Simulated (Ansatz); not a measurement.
**A run on VN2 that went wrong**

Someone meant to compute VN2 with PBEsol, plane waves and PAW in Ansatz and wrote this input.

```yaml
crystal:
  lattice:
    - [-2.15075, 2.15075, 2.49135]
    - [2.15075, -2.15075, 2.49135]
    - [2.15075, 2.15075, -2.49135]
  atoms:
    - { symbol: V, position: [0.2422886566, 0.2629714733, -0.0189876134] }
    - { symbol: V, position: [0.7734651845, 0.7089908518, 0.021379256] }
    - { symbol: "N", position: [0.1581823301, 0.6678367006, 0.7709041249] }
    - { symbol: "N", position: [0.5938544529, 0.8632981274, 0.4699136133] }
    - { symbol: "N", position: [0.8961503189, 0.3653022884, 0.2395390711] }
    - { symbol: "N", position: [0.3455760203, 0.0636080829, 0.5234175542] }
basis:
  ecutwfc: 420
kpoints:
  mp_grid: { grid: [6, 6, 6] }
hamiltonian:
  xc: pbesol
scf:
  occupations: { method: gaussian, width: 0.1 }
output:
  forces: true
  stress: true
  eigenvalues: true
relax:
  adjacent_minimum: "off"
  f_tol: 0.005
  max_steps: 3
  cell: { stress_tol: 0.05 }
```

Command:

```bash
ansatz run input.yaml --threads 1 --pin off --max-ram 2560MiB --backend cpu --events-out ev --progress --plain --runs-dir out
```

The program printed (HF is the Harris–Foulkes energy, dr2 the density residual in eV):

```text
PAW frozen core: N, regenerated for the run's functional, and the local potential with it (the file was generated under x = pbe(κ = 0.804, μ = 0.2195), c = pbe(β = 0.0667))
Initial density: superposition of atomic densities, corrected by the library's trained network
SCF iter   1: HF=-7285.863089 eV  Δρ=1.85e-2  dr2=9.70e-2
SCF iter   2: HF=-7285.842928 eV  Δρ=8.93e-3  dr2=2.42e-2
SCF iter   3: HF=-7285.837880 eV  Δρ=1.29e-3  dr2=6.53e-4
SCF iter   4: HF=-7285.837762 eV  Δρ=2.92e-4  dr2=4.48e-5
   ...
SCF 1 converged in 7 iterations: F = -7285.837753 eV  dr2 = 2.36e-8
relax step   1: F+E_penalty+E_count = -7285.83775262 eV  Δ(F+E_penalty+E_count) = +0.000e0 eV  max|allowed force component| = 4.103e0 eV/Å  Δτ_max = 0.0000 Å  P = +1.199 GPa  Ω = 46.097 Å³  (7 SCF iters, dr2 threshold 1.00e-7 eV, accepted)
Crystal: 6 atoms, lattice volume = 45.690 Å³
Basis set: ecut = 420 eV, 893 PW (Γ), exchange–correlation on 54×54×54 points (8 copies of the dense FFT grid, shifted against one another)
Initial density: handed on by an earlier stage of this run
SCF 2 converged in 7 iterations: F = -7287.017398 eV  dr2 = 6.89e-8
relax step   2: F+E_penalty+E_count = -7287.01739808 eV  Δ(F+E_penalty+E_count) = -1.180e0 eV  max|allowed force component| = 2.526e0 eV/Å  Δτ_max = 0.1226 Å  P = -2.862 GPa  Ω = 45.690 Å³  energy of the carried Pulay correction = +2.193e-3 eV  (7 SCF iters, dr2 threshold 6.00e-7 eV, accepted)
Crystal: 6 atoms, lattice volume = 44.351 Å³
Basis set: ecut = 420 eV, 867 PW (Γ), exchange–correlation on 54×54×54 points (8 copies of the dense FFT grid, shifted against one another)
SCF iter   8: HF=-7287.702031 eV  Δρ=2.83e-6  dr2=2.96e-9
SCF iter   9: HF=-7287.702031 eV  Δρ=7.70e-7  dr2=2.25e-10
SCF iter  10: F=-7287.702031 eV  HF=-7287.702031 eV  Δρ=1.90e-7  dr2=1.37e-11
SCF 3 converged in 10 iterations: F = -7287.702031 eV  dr2 = 1.37e-11
relax step   3: F+E_penalty+E_count = -7287.70203130 eV  Δ(F+E_penalty+E_count) = -6.846e-1 eV  max|allowed force component| = 1.398e0 eV/Å  Δτ_max = 0.1411 Å  P = +1.036 GPa  Ω = 44.351 Å³  energy of the carried Pulay correction = +9.550e-3 eV  (10 SCF iters, accepted)
Step failed. What follows is not a result of the run: it is the report of the last solve that finished, which converged after 10 SCF iterations.
Free energy (F): -7287.702031 eV
E sigma→0 (E₀):  -7287.697060 eV
Entropy (-TS):   -0.009943 eV (-1.657 meV/atom)
Fermi energy:    18.039866 eV
--- Forces (eV/Å), atoms counted from 1 ---
  atom   1  V      0.13217029    -0.06807133    -0.19666214
  atom   2  V      0.03023994    -0.00949549     0.10322352
  atom   3  N     -0.81465824    -1.03288162    -0.21017225
  atom   4  N      0.65187656    -0.62387669     0.64665717
  atom   5  N      0.56684150     1.39815760    -0.12984574
  atom   6  N     -0.56646878     0.33617112    -0.21320060
--- Stress (GPa, compression-positive) ---
        3.777791      -4.749221       1.765658
       -4.749221      -2.145756       4.248115
        1.765658       4.248115      -1.204736
  P = ⅓ Tr σ = 0.1424 GPa (1.424 kbar)
```

Problem. Name the fault and the cure.

Solution. The fault is a relaxation cut at too few steps. Forces or stress still stood over their tolerances at the last step allowed. The cure is more steps.

Fix:

```diff
 relax:
-  max_steps: 3
+  max_steps: 100
```

With the mended input the run converges and gives no gap, a pressure of -0.01 GPa.

The mended run took 5.9 min on 1 thread of Intel(R) Xeon(R) Processor @ 2.50GHz (Skylake/Cascade Lake) (shared host), peak memory 0.47 GiB.